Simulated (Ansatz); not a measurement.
Data:

ZrB2:
```cif
data_B2Zr
_chemical_formula_sum 'Zr1 B2'
_space_group_name_H-M_alt 'P6/mmm'
_space_group_IT_number 191
_space_group_name_Hall '-P 6 2'
_cell_length_a 3.16727
_cell_length_b 3.16727
_cell_length_c 3.55203
_cell_angle_alpha 90.000
_cell_angle_beta 90.000
_cell_angle_gamma 120.000
loop_
_atom_site_label
_atom_site_type_symbol
_atom_site_symmetry_multiplicity
_atom_site_Wyckoff_symbol
_atom_site_fract_x
_atom_site_fract_y
_atom_site_fract_z
_atom_site_occupancy
Zr1 Zr 1 a 0.00000 0.00000 0.00000 1
B1 B 2 d 0.33333 0.66667 0.50000 1
```

This is the r²SCAN-relaxed structure.

### Question
All from the program Ansatz at the r²SCAN level (PAW), unless another level is named. Estimate the density of states at the Fermi level.

### Answer
0.09 states/eV per atom (mean over ±0.08 eV).

### Question
Next, the formation energy from the elements (no fitted shifts)?

### Answer
-1.07 eV/atom.

### Question
Predict the gap with spin–orbit coupling.

### Answer
none (metallic).

The cell was relaxed with r²SCAN under the symmetry of its start. The run is not spin-polarised. The references are the lowest solids computed at this level, not always the standard phases. Scalar-relativistic: spin–orbit coupling is off unless named, which matters more the heavier the elements.

Potentials: the earlier of the program's two PAW sets. The files were generated under PBE; for other functionals the program regenerates the frozen cores, and for LDA and PBEsol the local potential too.
